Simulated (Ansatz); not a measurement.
KCl (rock salt): values from a third-order Birch-Murnaghan fit to a volume scan beside measured ones. Computed values: r2SCAN (plane waves to 500 eV, PAW, scalar-relativistic; Ansatz, a program for electronic structure). KCl was relaxed with its symmetry unable to fall.

| quantity | reference | kind |
|---|---|---|
| Lattice constant a (Å) | 6.248 | measured at or taken to low temperature |
| Bulk modulus B₀ (GPa) | 19.7 | measured at or taken to low temperature |

References as given in: Klaus Doll, Hermann Stoll, Physical review. B, Condensed matter (1997), arXiv:cond-mat/9707218.

Question: Estimate the r2SCAN values and the sign and size of each difference.

Answer: 
```tsv
quantity	r2SCAN	difference
Lattice constant a (Å)	6.293	+0.7 %
Bulk modulus B₀ (GPa)	19.1	-2.8 %
```

r2SCAN overestimates the lattice constant a by 0.7 %. For the bulk modulus B₀ it lies within 5 % of the reference.

(A scan under strain: stresses follow from slopes of the energy per volume, elastic moduli from its curvatures.)
